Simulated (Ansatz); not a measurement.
The relaxed structure here is a generated cell of VSi2: the first start was made by placing the elements on the sites of a structure type, and the end was not matched to a known phase here, so it may be hypothetical.

A relaxed structure of VSi2. Space group I4/mcm (No. 140), AFLOW prototype A2B_tI12_140_h_a (C16, as in Al2Cu). Method: r2SCAN (plane waves to 500 eV, PAW, scalar-relativistic; Ansatz, a program for electronic structure).

```cif
data_Si8V4
_chemical_formula_sum 'Si8 V4'
_space_group_name_H-M_alt 'I4/mcm'
_space_group_IT_number 140
_space_group_name_Hall '-I 4 2c'
_cell_length_a 5.95983
_cell_length_b 5.95983
_cell_length_c 4.77683
_cell_angle_alpha 90.000
_cell_angle_beta 90.000
_cell_angle_gamma 90.000
loop_
_atom_site_label
_atom_site_type_symbol
_atom_site_symmetry_multiplicity
_atom_site_Wyckoff_symbol
_atom_site_fract_x
_atom_site_fract_y
_atom_site_fract_z
_atom_site_occupancy
Si1 Si 8 h 0.15523 0.34477 0.00000 1
V1 V 4 a 0.00000 0.00000 0.25000 1
```
(The calculation used a cell of 6 atoms; values per cell refer to that cell.)

Q: What is the computed magnetic moment (r2SCAN)?

A: Zero (the starting moments vanished).

No spin polarisation in the result: the starting moments vanished.

The run could not lose the symmetry of its start, so the end can be a saddle point.
